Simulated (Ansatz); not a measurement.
N:
```cif
data_N4
_chemical_formula_sum 'N4'
_space_group_name_H-M_alt 'P42/mnm'
_space_group_IT_number 136
_space_group_name_Hall '-P 4n 2n'
_cell_length_a 4.05922
_cell_length_b 4.05922
_cell_length_c 5.23534
_cell_angle_alpha 90.000
_cell_angle_beta 90.000
_cell_angle_gamma 90.000
loop_
_atom_site_label
_atom_site_type_symbol
_atom_site_symmetry_multiplicity
_atom_site_Wyckoff_symbol
_atom_site_fract_x
_atom_site_fract_y
_atom_site_fract_z
_atom_site_occupancy
N1 N 4 f 0.09520 0.09520 0.00000 1
```

Relaxed with r²SCAN+D4. DFT-r²SCAN+D4 in the program Ansatz with PAW potentials gives a gap of 7.67 eV.

**Question.** What gap does HSE06 give on the same cell (Ansatz, PAW)?

**Answer.** 9.30 eV, 1.63 eV more. The hybrid was solved on a coarser mesh and at special points; its gap is the smallest among all of these.

```csv
k,v1 r²SCAN+D4,c1 r²SCAN+D4,v1 HSE06,c1 HSE06
Γ,-0.19,7.67,-0.20,9.30
Z,-0.41,8.14,(withheld),(withheld)
M,-0.04,8.56,-0.05,10.29
A,0.00,8.59,(withheld),(withheld)
R,-0.29,8.40,(withheld),(withheld)
X,-0.23,8.81,(withheld),(withheld)
```

**Question.** Top valence (v1) and lowest conduction level (c1) in eV from each method's valence maximum (which need not be a listed point): supply the withheld HSE06 values.

**Answer.** 
- R, v1 HSE06: -0.31
- R, c1 HSE06: 10.08
- Z, v1 HSE06: -0.37
- Z, c1 HSE06: 9.83
- X, v1 HSE06: -0.23
- X, c1 HSE06: 10.57
- A, v1 HSE06: 0.00
- A, c1 HSE06: 10.32

Cost on shared cores: the r²SCAN+D4 run (SCF on a 7×7×6 mesh, then bands and DOS) roughly 30 core-seconds, the HSE06 run (SCF on 5×5×4, then a few points) around 2.6 core-minutes (rough); the tasks are unlike.

Space group P4_2/mnm. The workflow started from a Materials Project entry (that database holds measured and hypothetical structures alike); the Crystallography Open Database copy checked does not list it. It is not the usual solid phase (space group No. 205). Symmetry was held in the r²SCAN+D4 relaxation; phonons on a q-mesh show weakly imaginary modes. The substance is a gas or liquid at ambient conditions.

Potentials: the later of the program's two PAW sets.
